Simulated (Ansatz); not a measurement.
Polymorphs of TlBr, each relaxed with LDA (plane waves, PAW; program Ansatz):

A: Cmcm
a = 4.2741 Å, b = 11.8810 Å, c = 4.7280 Å, α = β = γ = 90.00°

| atom | site | symmetry | x | y | z |
|---|---|---|---|---|---|
| Tl | 4c | m2m | 0.0000 | 0.3941 | 0.2500 |
| Br | 4c | m2m | 0.0000 | 0.1385 | 0.2500 |

B: rock salt (Fm-3m)
a = 6.421 Å, b = 6.421 Å, c = 6.421 Å, α = 90.00°, β = 90.00°, γ = 90.00°

| atom | site | symmetry | x | y | z |
|---|---|---|---|---|---|
| Tl | 4a | m-3m | 0.0000 | 0.0000 | 0.0000 |
| Br | 4b | m-3m | 0.5000 | 0.5000 | 0.5000 |

Q: Rank these by energy per atom at 0 K (lowest first), as LDA gives it.

A: A (+0 meV/atom), B (+21 meV/atom)

Q: Give each one's gap.

A: A 1.63 eV; B 1.49 eV.

Standing as an ambient phase not checked: A; B. Weakly bound layers, chains or molecules computed without a dispersion correction, so cells and soft constants are ill determined: A. All cells were relaxed under the symmetry of their starts (and spin orders); stability against distortions was not tested throughout. Spin–orbit coupling is left out wherever it is not named.

Energies hold the estimated change up to a 700 eV cutoff; steps of a few meV lie near the error of the meshes.

Potentials: the later of the program's two PAW sets.
